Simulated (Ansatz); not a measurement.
Hf₂Cu, DFT, PBEsol, PAW with Ansatz's default frozen-core files, scalar-relativistic (Ansatz 0.2.0), run on 1 thread of Intel(R) Xeon(R) 6975P-C (Granite Rapids) on a shared host.

The geometry is COD entry 1524980, unchecked; take it as a test cell. The listed cell was then made from it by scaling, straining or moving an atom.

Command: `ansatz run input.yaml --threads 1 --pin off --max-ram 4096MiB --backend cpu --events-out ev --progress --plain --runs-dir out`

```yaml
crystal:
  lattice:
    - [-1.58475, 1.58475, 5.455317]
    - [1.58475, -1.58475, 5.455317]
    - [1.58475, 1.58475, -5.455317]
  atoms:
    - { symbol: Hf, position: [0.34, 0.34, 0.0] }
    - { symbol: Hf, position: [0.66, 0.66, 0.0] }
    - { symbol: Cu, position: [0.0, 0.0, 0.0] }
kpoints:
  mp_grid: { grid: [16, 16, 16] }
scf:
  occupations: { method: fermi_dirac, width: 0.03 }
hamiltonian:
  xc: pbesol
  pseudopotentials: { kind: paw }
output:
  forces: true
  stress: true
  eigenvalues: true
  efg: { contact_densities: true }
  write_density: true
  write_potential: true
  elf: true
  volumetric_format: npy
```

Problem. How large is the problem that the program sets up?

Solution. 349 irreducible k-points, 1079 plane waves at Γ, 43 bands.

Problem. About how long does it take, and how much memory does it use?

Solution. 31 s of wall time for 8 SCF iterations, with a peak of 0.89 GiB. Times on shared machines scatter by tens of per cent.

Problem. And the same cell and mesh by all-electron PAW (datasets made for this crystal), asked for forces, stress, eigenvalues, efg, on the same hardware?

Solution. 2.5 min, peak memory 2.6 GiB.
